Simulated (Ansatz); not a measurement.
Computed with Ansatz 0.2.0, DFT PBE, scalar-relativistic, plane waves, PAW. All cells share a 420 eV cutoff and Γ-centred k meshes spaced at most about 0.3 Å⁻¹ (about 0.25 or finer for metals, 2π included). No spin polarisation in the final relaxations.

Temperature and zero-point effects are left out.

Compare these two cells of Sb3S2, each relaxed at this level.

A.

```xyz
5
Lattice="3.2788 1.8930 4.5666 -3.2788 1.8930 4.5666 0.0000 -3.7860 4.5666" Properties=species:S:1:pos:R:3 pbc="T T T"
Sb   -1.7844    1.0302    5.9875
Sb    0.0000   -2.0604    5.9875
Sb    1.7844    1.0302    5.9875
S     0.0000    0.0000    4.0796
S     0.0000    0.0000   13.1368
```

B.

```xyz
5
Lattice="5.7748 0.0000 0.0000 0.0000 5.7748 0.0000 0.0000 0.0000 4.7583" Properties=species:S:1:pos:R:3 pbc="T T T"
Sb    2.8874    0.0000    2.3791
Sb    0.0000    2.8874    2.3791
Sb    0.0000    0.0000    2.3791
S     2.8874    2.8874    1.0103
S     2.8874    2.8874    3.7480
```

Task: Which form is favoured at zero pressure, and by what margin per atom?

Result: A is lower, by 153 meV/atom. A has space group R3m (No. 160), 34.0 Å³/atom and no gap on its mesh; B has space group P4/mmm (No. 123), 31.7 Å³/atom and no gap. Counting S atoms around Sb (those within 1.25 times the shortest such distance or 1.15 times the sum of covalent radii, 1.27 where that leaves under three; a plus sign parts nearer from farther groups; the shortest distance is added where it exceeds 1.18 times the sum of covalent radii; a slash parts the counts of unlike sites), A has Sb 2+1 and B has Sb 4 from 3.2 Å/8+8 from 4.3 Å. A holds Sb–Sb units of three or more atoms (shortest 2.99 Å); B holds Sb–Sb nets (shortest 2.89 Å) and S–S pairs (shortest 2.02 Å). Even the lower one lies +0.26 eV/atom against the reference forms of the elements (uncorrected), so neither is stable at this level. Both come from invented guesses. A third cell relaxed alike, in R-3m, lies 157 meV/atom below the lower of the two.

Weakly bound directions are ill-defined at this level, which has no dispersion term (R3m), and this can change margins and order among such cells. These runs have no spin–orbit coupling, which can matter for Sb. In R3m, P4/mmm an odd number of electrons in the primitive cell allows no gap without spin; a larger cell or a magnetic state could open one. Cells relaxed within their symmetry can be saddle points.
